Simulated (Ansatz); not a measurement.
Ge (diamond, Fd-3m) at seven volumes, PBE+D3(BJ) (plane waves, PAW; program Ansatz), scaled uniformly. One row is withheld.

```tsv
V (Å³/atom)	P (GPa)
21.064	7.59
21.758	4.58
22.453	2.06
23.147	-0.01
23.842	?
24.536	-3.14
25.231	-4.22
```

Q: Fit the shown pressures and predict the withheld one.

A: P = (3/2)B₀(x^(7/2) − x^(5/2))[1 + (3/4)(B′ − 4)(x − 1)] with x = (V₀/V)^(2/3). Least squares on the six rows gives V₀ = 23.144 Å³/atom, B₀ = 62.4 GPa, B′ = 5.49. At V = 23.842, x = 0.9804 and P = -1.71 GPa. The run itself gave -1.74 GPa.

Symmetry was held in the PBE+D3(BJ) relaxation.

Potentials: the later of the program's two PAW sets.
